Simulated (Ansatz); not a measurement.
AlNi:
```xyz
2
Lattice="2.8928 0.0000 0.0000 0.0000 2.8928 0.0000 0.0000 0.0000 2.8928" Properties=species:S:1:pos:R:3 pbc="T T T"
Al     1.4464     1.4464     1.4464
Ni     0.0000     0.0000     0.0000
```

Relaxed with PBE. Special points in fractions of this cell's reciprocal vectors: Γ (0.000, 0.000, 0.000); X (0.000, 0.500, 0.000); M (0.500, 0.500, 0.000); R (0.500, 0.500, 0.500).

Problem. List the band energies nearest the Fermi level at these points for the program Ansatz at the PBE level (PAW).

Solution. In eV from the Fermi level; about four levels below and three above (degenerate sets whole), none deeper than 8.9 eV; points with the same levels are listed once.

| k | below | above |
|---|---|---|
| Γ | -3.15 -3.15 -1.48 -1.48 -1.48 | 5.45 5.45 5.45 |
| X | -2.18 -2.18 -1.39 -0.60 | 8.23 9.92 9.92 |
| M | -2.84 -2.84 -2.01 -2.01 -0.96 | 1.46 2.46 12.15 |
| R | -4.02 -4.02 -4.02 -0.93 -0.93 | 2.00 2.00 2.00 |

Space group Pm-3m (CsCl type). The cell was relaxed with PBE under the symmetry of its start. No spin polarisation was allowed.

Potentials: the earlier of the program's two PAW sets.
